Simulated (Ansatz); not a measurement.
## Computed properties of CuAu

CuAu:
```xyz
2
Lattice="1.4074 0.8126 4.2254 -1.4074 0.8126 4.2254 0.0000 -1.6252 4.2254" Properties=species:S:1:pos:R:3 pbc="T T T"
Cu     0.0000     0.0000     6.3380
Au     0.0000     0.0000     0.0000
```

Space group R-3m (No. 166); conventional cell a = b = 2.815 Å, c = 12.676 Å, α = β = 90.00°, γ = 120.00°.

Method: DFT-PBEsol in the program Ansatz with PAW potentials. Structure relaxed to zero pressure with the same functional. Other levels are named where they apply.

### Cell and energy

Volume per atom: 14.50 Å³
Density: 14.92 g/cm³
Formation energy from the elements (no fitted shifts): 0.025 eV/atom

### Electronic structure

- Electronic character: metallic (no gap)
- Density of states at the Fermi level: 0.32 states/eV per atom (mean over ±0.08 eV)
- Gap with spin–orbit coupling: none (metallic)

### Mechanics

Bulk modulus (Birch–Murnaghan fit): 165 GPa
Pressure derivative B′: 5.6
Elastic constants (relaxed ions, GPa): C11 = 212, C12 = 147, C13 = 136, C14 = -24.4, C33 = 249, C44 = 50.6
Mechanical stability: stable (all eigenvalues of C positive)
Hill bulk and shear moduli: 168 and 35.7 GPa
Young's modulus: 100 GPa
Poisson's ratio: 0.40
Debye temperature from the elastic constants: 214 K

### Phonons

- Highest zone-centre frequency: 220 cm⁻¹
- Zone-centre stability: no imaginary mode at Γ

The first step of the workflow began from a Materials Project structure, measured or hypothetical; the Crystallography Open Database copy checked does not list it. It is not the phase usual at ambient conditions (space group No. 123). Symmetry was held in the PBEsol relaxation. The run is not spin-polarised. As this level gives no gap, shear constants depend on the k-mesh and smearing (Fermi–Dirac, 0.1 eV here). As this level gives no gap, phonon frequencies hold no LO–TO term and depend on the k-mesh and smearing (Fermi–Dirac, 0.1 eV here). Axis ratios of metals converge slowly with the k-mesh, so a and c are less sure than the volume. The references are the lowest solids computed at this level, not always the standard phases. Scalar-relativistic: spin–orbit coupling is off unless named, which matters more the heavier the elements.

Potentials: the later of the program's two PAW sets.
